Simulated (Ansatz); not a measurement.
ScOF:
```cif
data_F4O4Sc4
_chemical_formula_sum 'Sc4 O4 F4'
_space_group_name_H-M_alt 'P21/c'
_space_group_IT_number 14
_space_group_name_Hall '-P 2ybc'
_cell_length_a 5.16806
_cell_length_b 5.14614
_cell_length_c 5.23633
_cell_angle_alpha 90.000
_cell_angle_beta 99.820
_cell_angle_gamma 90.000
loop_
_atom_site_label
_atom_site_type_symbol
_atom_site_symmetry_multiplicity
_atom_site_Wyckoff_symbol
_atom_site_fract_x
_atom_site_fract_y
_atom_site_fract_z
_atom_site_occupancy
Sc1 Sc 4 e 0.69184 0.47251 0.28767 1
O1 O 4 e 0.45585 0.24621 0.48767 1
F1 F 4 e 0.05757 0.67267 0.34058 1
```

Relaxed with r²SCAN.

**Question.** Give the optical modes at the zone centre with their infrared activity from DFPT, the program Ansatz at the r²SCAN level (PAW).

**Answer.** Transverse frequencies, without the LO–TO term; a row sums one degenerate level.

```tsv
ω (cm⁻¹)	degeneracy	IR ((D/Å)²/amu)	activity	symmetry
88	1	0.00	IR-inactive	Ag
159	1	4.33	IR	Bu
174	1	3.94	IR	Au
217	1	0.00	IR-inactive	Ag
238	1	0.00	IR-inactive	Bg
240	1	0.00	IR-inactive	Ag
241	1	1.60	IR	Au
262	1	0.00	IR-inactive	Ag
263	1	0.00	IR-inactive	Bg
266	1	7.84	IR	Bu
270	1	2.63	IR	Au
273	1	0.00	IR-inactive	Bg
304	1	1.44	IR	Au
312	1	4.57	IR	Bu
313	1	0.00	IR-inactive	Bg
320	1	0.00	IR-inactive	Ag
321	1	0.41	IR	Au
331	1	0.00	IR-inactive	Ag
359	1	0.00	IR-inactive	Bg
378	1	38.51	IR	Bu
391	1	68.77	IR	Au
413	1	55.86	IR	Bu
421	1	0.00	IR-inactive	Ag
429	1	0.00	IR-inactive	Bg
432	1	3.54	IR	Au
452	1	0.00	IR-inactive	Ag
455	1	0.00	IR-inactive	Bg
461	1	11.68	IR	Bu
562	1	5.18	IR	Bu
567	1	0.00	IR-inactive	Bg
584	1	0.00	IR-inactive	Ag
675	1	2.55	IR	Au
677	1	0.00	IR-inactive	Bg
```

**Question.** How high does the top mode go among those that the LO–TO term moves?

**Answer.** 659 cm⁻¹ for q along x, 732 cm⁻¹ for q along y, 701 cm⁻¹ for q along z.

Space group P2_1/c. The workflow started from a Materials Project entry (that database holds measured and hypothetical structures alike); the Crystallography Open Database copy checked does not list it. Whether it is the stable phase at ambient conditions was not checked. The r²SCAN relaxation kept the symmetry of its start; of distortions, only those at the zone centre were tested. No spin polarisation was allowed.

Potentials: the later of the program's two PAW sets.
